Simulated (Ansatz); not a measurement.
Values for one crystal, relaxed and computed with plane-wave PAW r²SCAN (Ansatz code); other levels are named.

- Volume per atom = 19.80 Å³
- Electronic character = metallic (no gap)
- Density of states at the Fermi level = 0.20 states/eV per atom (mean over ±0.08 eV)
- Bulk modulus (Birch–Murnaghan fit) = 66.1 GPa
- Mechanical stability = unstable (C has a negative eigenvalue)
- Gap with spin–orbit coupling = none (metallic)
- Pressure derivative B′ = 3.4

Q: Pick the material that matches.
(A) NaPt3O4, Pm-3n (Na on 2a, Pt on 6c, O on 8e)
(B) TiBiO3, P4mm (Ti on 1b, Bi on 1a, O on 1b, O on 2c)
(C) SnO, zinc blende
(D) SrTiHO2, P4/mmm (Sr on 1a, Ti on 1d, O on 2e, H on 1c)

A: C, SnO, zinc blende

Space group F-43m (zinc blende). The start of the workflow was typed in or built on a structure type; neither database checked (COD, Materials Project) lists it. It is not the phase usual at ambient conditions (space group No. 129). The r²SCAN relaxation kept the symmetry of its start. The volume moved by 18 % from the start of the relaxation. Spin–orbit coupling is left out wherever it is not named.

Potentials: the earlier of the program's two PAW sets.
